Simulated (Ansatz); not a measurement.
The start is a generated cell, Cu built in the beta-Sn structure type. The structure is fully relaxed (lattice and positions, P = 0) with PBEsol (plane waves to 420 eV, PAW, scalar-relativistic; Ansatz, an electronic-structure program). The first steps use a coarse 15×15×15 k-mesh.

Input geometry:
```yaml
crystal:
  lattice:
    - [-2.24515, 2.24515, 1.22498]
    - [2.24515, -2.24515, 1.22498]
    - [2.24515, 2.24515, -1.22498]
  atoms:
    - { symbol: Cu, position: [0.75000, 0.25000, 0.50000] }
    - { symbol: Cu, position: [0.00000, 0.00000, 0.00000] }
```

### Question
How much energy is released per atom?

### Answer
0.01 eV/atom.

### Question
How does the volume per atom move from start to end?

### Answer
+0.7 %, from 12.35 to 12.44 Å³/atom.

### Question
How do the shortest distances between atoms change?

### Answer
The closest pairs of elements (up to four, under 3.6 Å), start → end: Cu–Cu 2.33 → 2.35 Å.

### Question
What does it relax into? Give the structure.

### Answer

Space group I4₁/amd, origin choice 1 (No. 141); a = b = 4.554 Å, c = 2.399 Å, α = β = γ = 90.00°

```json
[
 {"atom": "Cu", "site": "4a", "symmetry": "-4m2", "x": "0.0000", "y": "0.0000", "z": "0.0000"}
]
```
(The calculation used a cell of 2 atoms; values per cell refer to that cell.)

The space group stays I4₁/amd (No. 141) (the run could not lower it); the end is AFLOW prototype A_tI4_141_a (A5, as in Sn), with 2 atoms in the primitive cell. Final values are on a 22×22×22 k-mesh of the relaxed cell. No spin polarisation in the result.

The run could not lower the symmetry of its start; a shaken copy of this end point relaxes with PBEsol to Fm-3m (No. 225), 0.37 eV/atom lower.

The relaxed structure here is a generated cell of Cu: the first start was made by placing the elements on the sites of a structure type, and the end was not matched to a known phase here, so it may be hypothetical. Known forms of Cu include space group No. 225.
